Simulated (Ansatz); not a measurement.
Consider the following.

Al₂W:
```
CELL_PARAMETERS angstrom
      0.00000     4.17375     4.47509
      2.47943     0.00000     4.47509
      2.47943     4.17375     0.00000
ATOMIC_POSITIONS crystal
  Al 0.08312 0.41688 0.08312
  Al 0.41688 0.08312 0.41688
  Al 0.16688 0.83312 0.16688
  Al 0.83312 0.16688 0.83312
  W  0.75000 0.75000 0.75000
  W  0.50000 0.50000 0.50000
```

This is the PBE-relaxed structure.

Problem. All from PBE in the plane-wave PAW code Ansatz, unless another level is named. Predict the formation energy from the elements (no fitted shifts).

Solution. -0.062 eV/atom.

Problem. Predict the density of states at the Fermi level.

Solution. 0.44 states/eV per atom (mean over ±0.08 eV).

Space group Fddd. The start of the workflow was typed in or built on a structure type; neither database checked (COD, Materials Project) lists it. Its standing as an ambient phase is unchecked. The cell was relaxed with PBE under the symmetry of its start; whether a distortion lowers the energy is not shown. The run is not spin-polarised. The references are the lowest solids computed at this level, not always the standard phases. Scalar-relativistic: spin–orbit coupling is off unless named, which matters more the heavier the elements.

Potentials: the later of the program's two PAW sets.
